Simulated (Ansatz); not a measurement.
ScSi:
```yaml
crystal:
  lattice:
    - [1.99703, -4.94652, 0.00000]
    - [1.99703, 4.94652, 0.00000]
    - [0.00000, 0.00000, 3.66074]
  atoms:
    - { symbol: Sc, position: [0.13911, 0.86089, 0.75000] }
    - { symbol: Sc, position: [0.86089, 0.13911, 0.25000] }
    - { symbol: Si, position: [0.41919, 0.58081, 0.75000] }
    - { symbol: Si, position: [0.58081, 0.41919, 0.25000] }
```

Relaxed with r²SCAN. Special points in fractions of this cell's reciprocal vectors: Γ (0.000, 0.000, 0.000); Y (-0.500, 0.500, 0.000); C0 (-0.291, 0.709, 0.000); Σ0 (0.291, 0.291, 0.000); Z (0.000, 0.000, 0.500); A0 (0.291, 0.291, 0.500); E0 (-0.291, 0.709, 0.500); T (-0.500, 0.500, 0.500); S (0.000, 0.500, 0.000); R (0.000, 0.500, 0.500).

List the band energies nearest the Fermi level at these points for DFT-r²SCAN in the program Ansatz with PAW potentials.

In eV from the Fermi level; about four levels below and three above (degenerate sets whole), none deeper than 8.9 eV; points with the same levels are listed once.

```tsv
k	below	above
Γ	-3.53 -2.49 -1.75 -1.20	0.07 0.69 1.55
Y	-1.92 -1.90 -1.04 -0.51	1.26 1.40 1.86
C0	-5.36 -2.36 -2.16 -2.08	0.50 0.74 1.38
Z	-1.97 -1.97 -1.26 -1.26	2.89 2.89 3.25 3.25
A0	-2.95 -2.95 -0.30 -0.30	2.10 2.10 3.39 3.39
T	-1.59 -1.59 -0.05 -0.05	1.53 1.53 2.35 2.35
S	-4.86 -3.36 -2.35 -1.76	0.33 0.82 1.50
R	-2.87 -2.87 -0.66 -0.66	2.58 2.58 3.35 3.35
```

Space group Cmcm. The workflow started from a Materials Project entry (that database holds measured and hypothetical structures alike); the Crystallography Open Database copy checked does not list it. Its standing as an ambient phase is unchecked. Symmetry was held in the r²SCAN relaxation; its stability against distortions is not shown here. The run is not spin-polarised.

Potentials: the later of the program's two PAW sets.
